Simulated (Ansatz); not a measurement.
# ScNbP2SO12, one structure, two calculations

Cell: a computed structure from the Materials Project (it need not be an observed phase).

```
Sc Nb P S O
1.0
     7.66598   -4.41620    0.00000
     7.66598    4.41620    0.00000
    -5.18877    0.00000    7.59895
Sc Nb P S O
2 2 4 2 24
Direct
  0.14061 0.64550 0.93298
  0.64550 0.14061 0.43298
  0.84394 0.36377 0.07086
  0.36377 0.84394 0.57086
  0.53289 0.46014 0.24722
  0.96303 0.74996 0.24702
  0.74996 0.96303 0.74702
  0.46014 0.53289 0.74722
  0.24797 0.03841 0.24948
  0.03841 0.24797 0.74948
  0.37115 0.49405 0.08672
  0.22343 0.87909 0.09216
  0.99437 0.72145 0.08706
  0.72145 0.99437 0.58706
  0.87909 0.22343 0.59216
  0.49405 0.37115 0.58672
  0.63784 0.50455 0.91501
  0.77369 0.13964 0.91398
  0.01216 0.26859 0.90743
  0.26859 0.01216 0.40743
  0.13964 0.77369 0.41398
  0.50455 0.63784 0.41501
  0.29209 0.57403 0.78141
  0.91247 0.79395 0.78082
  0.07044 0.40689 0.77490
  0.40689 0.07044 0.27490
  0.79395 0.91247 0.28082
  0.57403 0.29209 0.28141
  0.71000 0.43823 0.22217
  0.07944 0.20733 0.22329
  0.93938 0.56951 0.21748
  0.56951 0.93938 0.71748
  0.20733 0.07944 0.72329
  0.43823 0.71000 0.72217
```

Atom numbers follow the list; atoms alike are taken as one site, whose name carries the number of the first.

First run. All values are calculated (Ansatz; DFT, PBE, plane waves and PAW, scalar-relativistic, 420 eV cutoff, Γ-centred 3×3×3 k-points, Fermi–Dirac smearing 0.02 eV), not measured.

| site | atom | V_zz (10²¹ V/m²) | η |
| --- | --- | --- | --- |
| Sc | 1 | 3.73 | 0.12 |
| Nb | 3 | -8.17 | 0.52 |
| P5 | 5 | -5.23 | 0.37 |
| P6 | 6 | -4.41 | 0.37 |
| S | 9 | -2.50 | 0.38 |
| O11 | 11 | 8.96 | 0.05 |
| O12 | 12 | 13.61 | 0.05 |
| O25 | 25 | 13.61 | 0.05 |
| O17 | 17 | 9.89 | 0.06 |
| O18 | 18 | 9.65 | 0.09 |
| O19 | 19 | 15.03 | 0.10 |
| O29 | 29 | 9.59 | 0.07 |
| O30 | 30 | 14.69 | 0.11 |
| O31 | 31 | 9.45 | 0.07 |

Second run. The same atoms and settings, except that the functional is r2SCAN and the cutoff is 500 eV.

Question: Given the first result, estimate the second.

Answer: 

```json
{"site": "Sc", "atom": "1", "V_zz": "3.75", "η": "0.12", "change of V_zz": "+0.02"}
{"site": "Nb", "atom": "3", "V_zz": "-8.34", "η": "0.54", "change of V_zz": "-0.17"}
{"site": "P5", "atom": "5", "V_zz": "-5.52", "η": "0.39", "change of V_zz": "-0.29"}
{"site": "P6", "atom": "6", "V_zz": "-4.65", "η": "0.39", "change of V_zz": "-0.24"}
{"site": "S", "atom": "9", "V_zz": "-2.64", "η": "0.41", "change of V_zz": "-0.14"}
{"site": "O11", "atom": "11", "V_zz": "9.06", "η": "0.05", "change of V_zz": "+0.10"}
{"site": "O12", "atom": "12", "V_zz": "14.00", "η": "0.06", "change of V_zz": "+0.39"}
{"site": "O25", "atom": "25", "V_zz": "14.05", "η": "0.06", "change of V_zz": "+0.44"}
{"site": "O17", "atom": "17", "V_zz": "10.12", "η": "0.06", "change of V_zz": "+0.23"}
{"site": "O18", "atom": "18", "V_zz": "9.87", "η": "0.09", "change of V_zz": "+0.22"}
{"site": "O19", "atom": "19", "V_zz": "15.48", "η": "0.10", "change of V_zz": "+0.45"}
{"site": "O29", "atom": "29", "V_zz": "9.84", "η": "0.07", "change of V_zz": "+0.25"}
{"site": "O30", "atom": "30", "V_zz": "15.17", "η": "0.11", "change of V_zz": "+0.48"}
{"site": "O31", "atom": "31", "V_zz": "9.71", "η": "0.07", "change of V_zz": "+0.26"}
```

The largest change of V_zz is on O30, from 14.69 to 15.17. In per cent, |V_zz| changes by 0 on Sc, +2 on Nb, +6 on P, +6 on S, +1 to +3 on O (all sites that start above 0.5). The table leaves out 3 of the 17 sites, with |V_zz| up to 9.13; their tensors move by 0.19 at most along any direction. The statements above cover all sites.

Without spin–orbit coupling (the program notes it for Nb) the gradients are little affected as a rule: paired runs on crystals with a gap mostly move them by under 2 % at such atoms.
For the first run: The largest force is 0.6 eV/Å, so the atoms aren't at the calculated equilibrium and relaxing them would move these values.
For the second run: At this cell the principal stresses reach 5 GPa in size with r2SCAN, which can matter for small gradients. The largest force is 0.5 eV/Å, so the atoms aren't at the calculated equilibrium and relaxing them would move these values.
